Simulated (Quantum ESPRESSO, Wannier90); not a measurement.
# GeTe$_{2}$Pb (P4/mmm), plane waves to Wannier functions

```xyz
4
Lattice="4.4816 0.0000 0.0000 0.0000 4.4816 0.0000 0.0000 0.0000 6.3420" Properties=species:S:1:pos:R:3 pbc="T T T"
Ge     0.0000     0.0000     0.0000
Te     0.0000     0.0000     3.1710
Te     2.2408     2.2408     0.0000
Pb     2.2408     2.2408     3.1710
```

Structure: Materials Project mp-1224318, symmetrised, not relaxed again. Not found in the COD (Crystallography Open Database) copy used; not checked further. Computed values, not measurements, from PBEsol: Quantum ESPRESSO (norm-conserving PseudoDojo potentials, cutoff 64 Ry, spinors with spin-orbit coupling) on a Γ-centred 4×4×4 mesh, then Wannier90. Density: 8×8×6 mesh, Gaussian smearing 0.01 Ry. With spin-orbit coupling a semilocal functional can close or falsely invert a small gap; the band order was not checked against a better method. The gap is small at this level and was sampled on the meshes and a path alone.

A tight-binding model is made by disentanglement and projection with no localisation steps (num_iter = 0), so the 32 orbitals stay atom-like: hydrogen-like Ge: s;p; Te: s;p; Pb: s;p, axes along x, y, z; frozen window up to 3.67 eV relative to the valence-band maximum. It follows pw.x to 14 meV rms for states up to 1.2 eV relative to the valence-band maximum. Matrix elements depend on this choice of orbitals and windows.

The 45 largest hoppings ⟨m,0|H|n,R⟩ between different sites (one of each Hermitian pair; signs follow the real orbitals' lobes; the list may end inside a set of equal values):

```
m              n      R  distance of the centres (Å)  t (eV)  Im t (eV)
-------  -------  -----  ---------------------------  ------  ---------
Pb4 pz↓  Te3 pz↓  0 0 0                         3.17   1.936      0.000
Pb4 pz↓  Te3 pz↓  0 0 1                         3.17   1.936      0.000
Pb4 pz↑  Te3 pz↑  0 0 0                         3.16   1.936      0.000
Pb4 pz↑  Te3 pz↑  0 0 1                         3.18   1.936      0.000
Te2 pz↑  Ge1 pz↑  0 0 0                         3.17   1.722      0.000
Te2 pz↓  Ge1 pz↓  0 0 0                         3.17   1.722      0.000
Te2 pz↑  Ge1 pz↑  0 0 1                         3.17   1.722      0.000
Te2 pz↓  Ge1 pz↓  0 0 1                         3.17   1.722      0.000
Pb4 px↑  Te2 py↑  0 1 0                         3.16  -1.202      0.019
Pb4 px↑  Te2 py↑  1 0 0                         3.18  -1.202      0.019
Pb4 px↑  Te2 py↑  0 0 0                         3.15   1.202      0.017
Pb4 px↑  Te2 py↑  1 1 0                         3.18   1.202      0.017
Pb4 px↓  Te2 py↓  0 1 0                         3.16  -1.201     -0.019
Pb4 px↓  Te2 py↓  1 0 0                         3.18  -1.201     -0.019
Pb4 px↓  Te2 py↓  0 0 0                         3.15   1.201     -0.018
Pb4 px↓  Te2 py↓  1 1 0                         3.18   1.201     -0.018
Pb4 py↑  Te2 px↑  0 1 0                         3.17  -1.200     -0.019
Pb4 py↑  Te2 px↑  1 0 0                         3.16  -1.200     -0.019
Pb4 py↓  Te2 px↓  0 1 0                         3.17  -1.200      0.019
Pb4 py↓  Te2 px↓  1 0 0                         3.17  -1.200      0.019
Pb4 py↓  Te2 px↓  0 0 0                         3.16   1.200      0.018
Pb4 py↓  Te2 px↓  1 1 0                         3.18   1.200      0.018
Pb4 py↑  Te2 px↑  0 0 0                         3.16   1.200     -0.017
Pb4 py↑  Te2 px↑  1 1 0                         3.18   1.200     -0.017
Pb4 s↑   Te3 pz↑  0 0 0                         3.18  -1.147      0.000
Pb4 s↓   Te3 pz↓  0 0 0                         3.17  -1.147      0.000
Pb4 s↑   Te3 pz↑  0 0 1                         3.17   1.147      0.000
Pb4 s↓   Te3 pz↓  0 0 1                         3.17   1.147      0.000
Pb4 pz↑   Te3 s↑  0 0 0                         3.15   1.123      0.000
Pb4 pz↓   Te3 s↓  0 0 0                         3.17   1.123      0.000
Pb4 pz↓   Te3 s↓  0 0 1                         3.17  -1.123      0.000
Pb4 pz↑   Te3 s↑  0 0 1                         3.19  -1.123      0.000
Te3 py↑  Ge1 px↑  0 1 0                         3.17  -1.064      0.006
Te3 py↑  Ge1 px↑  1 0 0                         3.17  -1.064      0.006
Te3 py↑  Ge1 px↑  0 0 0                         3.17   1.064      0.006
Te3 py↑  Ge1 px↑  1 1 0                         3.17   1.064      0.006
Te3 py↓  Ge1 px↓  0 0 0                         3.17   1.064     -0.006
Te3 py↓  Ge1 px↓  0 1 0                         3.17  -1.064     -0.006
Te3 py↓  Ge1 px↓  1 0 0                         3.17  -1.064     -0.006
Te3 py↓  Ge1 px↓  1 1 0                         3.17   1.064     -0.006
Te3 px↓  Ge1 py↓  0 1 0                         3.17  -1.064      0.006
Te3 px↓  Ge1 py↓  1 0 0                         3.17  -1.064      0.006
Te3 px↓  Ge1 py↓  0 0 0                         3.17   1.064      0.006
Te3 px↓  Ge1 py↓  1 1 0                         3.17   1.064      0.006
Te3 px↑  Ge1 py↑  0 1 0                         3.17  -1.063     -0.006
```
